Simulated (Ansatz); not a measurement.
Consider the following.

CdTe:
```
CdTe
1.0
    4.52448     0.00000     0.00000
   -2.26224     3.91832     0.00000
    0.00000     0.00000     7.42617
Cd Te
2 2
Direct
  0.33333   0.66667   0.00042
  0.66667   0.33333   0.50042
  0.33333   0.66667   0.37458
  0.66667   0.33333   0.87458
```

This is the LDA-relaxed structure. Cartesian axes are those of the cell as given.

Task: All from DFT-LDA in the program Ansatz with PAW potentials, unless another level is named. Estimate the band gap.

Result: 0.65 eV (direct).

Task: Next, the formation energy from the elements (no fitted shifts)?

Result: -0.36 eV/atom.

Task: And the hole effective mass, band 2 of 2 at the edge?

Result: 0.056 along x, 1.1 along z (mₑ).

Task: And the weight of the valence-edge state by species (Voronoi cells)?

Result: Te 81 %, Cd 19 %.

Task: Next, the weight of the conduction-edge state by species (Voronoi cells)?

Result: Cd 64 %, Te 36 %.

Space group P6_3mc (wurtzite). The workflow started from a Materials Project entry (that database holds measured and hypothetical structures alike); the Crystallography Open Database copy checked does not list it. It is not the phase usual at ambient conditions (space group No. 216). The LDA relaxation kept the symmetry of its start; whether a distortion lowers the energy is not shown. The references are the lowest solids computed at this level, not always the standard phases. Scalar-relativistic: spin–orbit coupling is off unless named, which matters more the heavier the elements.

Potentials: the later of the program's two PAW sets.
